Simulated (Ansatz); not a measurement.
## TiFe: from a starting cell to a relaxed one

The start is a generated cell, TiFe placed in the AFLOW prototype AB_tI8_141_a_b ("40", as in NbP). The cell and all atomic positions are relaxed at zero pressure with PBE (plane waves to 420 eV, PAW, scalar-relativistic; Ansatz, a quantum-chemistry and plane-wave program). The first steps use a coarse 15×15×15 k-mesh.

Initial structure:
```yaml
crystal:
  lattice:
    - [-1.54772, 1.54772, 5.29716]
    - [1.54772, -1.54772, 5.29716]
    - [1.54772, 1.54772, -5.29716]
  atoms:
    - { symbol: Fe, position: [0.75000, 0.25000, 0.50000] }
    - { symbol: Fe, position: [0.00000, 0.00000, 0.00000] }
    - { symbol: Ti, position: [0.50000, 0.50000, 0.00000] }
    - { symbol: Ti, position: [0.25000, 0.75000, 0.50000] }
```
Spin-polarised start, with parallel moments on Fe.

**Question.** By how much does the energy per atom fall from start to end?

**Answer.** 0.55 eV/atom.

**Question.** How does the volume per atom move from start to end?

**Answer.** +6.3 %, from 12.69 to 13.48 Å³/atom.

**Question.** What band gap does the relaxed structure have at this level?

**Answer.** Zero (metallic).

**Question.** What magnetic moments remain?

**Answer.** Net 0.32 μB/atom, ferrimagnetic.

**Question.** Write out the relaxed structure.

**Answer.** 
Space group I4₁/amd, origin choice 1 (No. 141); a = 3.4899 Å, b = 3.4899 Å, c = 8.8569 Å, α = 90.00°, β = 90.00°, γ = 90.00°

| atom | site | symmetry | x | y | z |
|---|---|---|---|---|---|
| Fe | 4a | -4m2 | 0.0000 | 0.0000 | 0.0000 |
| Ti | 4b | -4m2 | 0.0000 | 0.0000 | 0.5000 |
(The calculation used a cell of 4 atoms; values per cell refer to that cell.)

The space group stays I4₁/amd (No. 141) (the run could not lower it), with 4 atoms in the primitive magnetic cell. Final values are on a 17×17×17 k-mesh of the relaxed cell. The start holds a very short contact (Ti–Fe 2.19 Å). Spin state reached: ferrimagnetic (net 0.32 μB/atom), from parallel starting moments; other spin orders were not run from this start.

The run could not lower the symmetry of its start; a shaken copy of this end point relaxes with PBE to Imma (No. 74), 0.09 eV/atom lower.

The relaxed structure here is a generated cell of TiFe: the first start was made by placing the elements on the sites of a structure type, and the end was not matched to a known phase here, so it may be hypothetical. Known forms of TiFe include space group No. 221.
